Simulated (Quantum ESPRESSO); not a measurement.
# Where does Si sit best among Ge sites?

Calculated results; nothing here was measured. They come from pw.x of Quantum ESPRESSO 7.5, a plane-wave density functional program, with PseudoDojo standard norm-conserving files (v0.5 for PBE, v0.4.1 for LDA and PBEsol). The cells are made up: elements, strain and atom displacements were drawn at random, and nothing was relaxed. There is no spin polarisation, spin-orbit coupling or dispersion term.

The cell has 8 sites of a zincblende or diamond lattice. Sites 1 to 4 hold Ge N Ge Ge; sites 5 to 8 hold X X X X. Cell vectors in Å: (5.723, 0.027, -0.088); (0.027, 5.810, 0.059); (-0.088, 0.059, 5.690). Settings: PBE, cutoff 1143 eV, 6 x 6 x 6 k mesh shifted by half a step, Fermi-Dirac smearing of 0.1 eV.

In each run one of the sites marked X holds Si and the others hold Ge; cell and positions stay the same. E is the free energy of the cell.

| site of the guest | first shell | mean distance (Å) | E above the lowest (eV) | P (GPa) | force on the guest (eV/Å) |
| --- | --- | --- | --- | --- | --- |
| 5 | Ge3N | 2.483 | 0.015 | -5.17 | 1.388 |
| 6 | Ge3N | 2.494 | 0.041 | -5.16 | 1.574 |
| 7 | Ge3N | 2.496 | 0.028 | -5.14 | 1.547 |
| 8 | Ge3N | 2.488 | 0.000 | -5.20 | 3.450 |

A rerun of one of these cells at 1437 eV and k mesh 8 x 8 x 8 moved values by no more than 0.003 eV in the cell's energy, 0.04 GPa in stress and 0.009 eV/Å in force.

## Reading the table

Site 8 is lowest, by 0.015 eV, over three times the rerun's bound. A straight line of energy against the mean distance has a slope of 2.0 ± 1.6 eV/Å, so these few sites cannot settle whether the distance sets the order. The positions are random and not relaxed, so the differences hold for this frozen cell and are not site preferences of a real crystal.